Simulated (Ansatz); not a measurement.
Ge (diamond, Fd-3m) at seven volumes, plane-wave PAW PBE (Ansatz code), scaled uniformly. One row is withheld.

| V (Å³/atom) | P (GPa) |
|---|---|
| 21.749 | 6.98 |
| 22.466 | 4.22 |
| 23.183 | 1.94 |
| 23.900 | 0.00 |
| 24.617 | ? |
| 25.334 | -2.97 |
| 26.051 | -4.08 |

### Question
Fit the shown pressures and predict the withheld one.

### Answer
P = (3/2)B₀(x^(7/2) − x^(5/2))[1 + (3/4)(B′ − 4)(x − 1)] with x = (V₀/V)^(2/3). Least squares on the six rows gives V₀ = 23.901 Å³/atom, B₀ = 58.6 GPa, B′ = 4.92. At V = 24.617, x = 0.9805 and P = -1.61 GPa. The run itself gave -1.63 GPa.

Symmetry was held in the PBE relaxation.

Potentials: the later of the program's two PAW sets.
